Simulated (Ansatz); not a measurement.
Consider the following.

YSi2:
```xyz
6
Lattice="0.0000 4.5294 4.7853 2.7629 0.0000 4.7853 2.7629 4.5294 0.0000" Properties=species:S:1:pos:R:3 pbc="T T T"
Si     2.7629     5.7525     4.7853
Si     2.7629     3.3064     4.7853
Si     4.1443     5.5711     7.1779
Si     4.1443     8.0172     7.1779
Y      0.0000     0.0000     0.0000
Y      1.3814     2.2647     2.3926
```

This is the PBE-relaxed structure.

Problem. All from PBE (plane waves, PAW; program Ansatz), unless another level is named. Estimate the electronic character.

Solution. metallic (no gap).

Problem. Give the formation energy from the elements (no fitted shifts).

Solution. -0.31 eV/atom.

Problem. And the density of states at the Fermi level?

Solution. 0.62 states/eV per atom (mean over ±0.08 eV).

Space group Fddd. A made-up cell: these elements were put on the sites of a structure type; neither database checked (COD, Materials Project) lists it. COD files the formula under space group No. 191, so this cell is another polymorph or a model. Its standing as an ambient phase is unchecked. Symmetry was held in the PBE relaxation; whether a distortion lowers the energy is not shown. The run is not spin-polarised. The references are the lowest solids computed at this level, not always the standard phases. Spin–orbit coupling is left out wherever it is not named.

Potentials: the later of the program's two PAW sets.
